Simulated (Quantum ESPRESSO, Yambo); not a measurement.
# Levels of theory for the gap of VAg3O4

VAg3O4 (space group I-42m, No. 121): one geometry, one set of PBEsol (pw.x of Quantum ESPRESSO, ONCV potentials, no spin-orbit coupling) orbitals, self-energies from Yambo (4×4×4 Γ-centred k mesh, bands 14 to 155 and a 6 Ry block in the screening, 155 bands in G with the Bruneval-Gonze terminator, plasmon pole fitted at 27.2 eV).

The geometry is that of Materials Project entry mp-19412, symmetrised and not relaxed again.

```csv
level,"gap (0.25, -0.25, 0.25) → Γ (eV)",direct gap at Γ (eV),rough Yambo cost
PBEsol (Quantum ESPRESSO),0.40,0.65,–
exchange only (Hartree-Fock self-energy on PBEsol orbitals),9.78,10.34,about 1/8 (10 states)
static COHSEX@PBEsol,1.58,1.95,within a factor of two (3 states)
"G0W0@PBEsol, plasmon pole",1.39,1.74,1 (10 states)
```

Bare exchange has no screening and gives the widest gap; static COHSEX screens it but leaves out the frequency dependence, which G0W0 restores.

Costs are rough ratios of core time on shared machines.

Convergence of the G0W0 settings was not tested.

Spin-orbit splittings are left out. The 3d shell has no Hubbard U; the runs are without spin polarisation, and magnetic order was not tried.
